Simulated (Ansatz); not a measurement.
Computed with DFT PBE, scalar-relativistic, plane waves, PAW (Ansatz 0.2.0). All cells share a 420 eV cutoff and Γ-centred k meshes spaced at most about 0.3 Å⁻¹ (about 0.25 or finer for metals, 2π included). No spin polarisation in the final relaxations.

All energies are static (0 K, no zero-point motion). Lower structures may exist.

**Question.** Which of these relaxed structures of Ti5Si is the lowest in energy?
A. Space group P4/mmm (No. 123), tetragonal, a = 6.383 Å, c = 2.814 Å. Around Ti on a site of symmetry m2m lie 2 Si at 2.64 Å, 4 Ti at 2.68–2.81 Å and 4 Ti at 3.16–3.22 Å; Ti on a site of symmetry 4/mmm is surrounded by 10 Ti at 2.68–2.81 Å; around Si lie 8 Ti at 2.64 Å and 2 Si at 2.81 Å.
B. Space group R32 (No. 155), trigonal, a = 5.048 Å, c = 13.315 Å. Ti on a site of symmetry 3 is surrounded by 9 Ti at 2.84–2.94 Å and 3 Si at 2.92 Å; Ti on a site of symmetry 2 is surrounded by 8 Ti at 2.68–2.88 Å, 2 Si at 2.71 Å, 2 Ti at 3.46 Å and 2 Ti at 3.66 Å; Si is surrounded by 6 Ti at 2.71 Å and 6 Ti at 2.92 Å.
C. Space group I4/mmm (No. 139), tetragonal, a = 4.867 Å, c = 9.873 Å. Around Ti on a site of symmetry 4/mmm lie 6 Ti at 2.43–2.54 Å; Ti on a site of symmetry mmm is surrounded by 2 Si at 2.43 Å, 2 Ti at 2.43 Å and 12 Ti at 3.42–3.52 Å; Ti on a site of symmetry 4mm has 1 Si at 2.40 Å, 1 Ti at 2.54 Å and 12 Ti at 3.42–3.52 Å; Si is surrounded by 6 Ti at 2.40–2.43 Å.

**Answer.** B. It has Ti and Si ordered on hcp sites, space group R32 (No. 155); the next, A, with space group P4/mmm (No. 123), lies 0.58 eV/atom higher. Counting Ti atoms around Si (those within 1.25 times the shortest such distance or 1.15 times the sum of covalent radii), the lowest has Si 12 and the next has Si 8.

The R32 cell at 16.3 Å³/atom was relaxed from a Materials Project cell. With atoms moved at random, R32 came back. Other cells relaxed within their symmetry can be saddle points. Some structure types and database cells were kept out of the candidates from the start, so a known form may be missing.
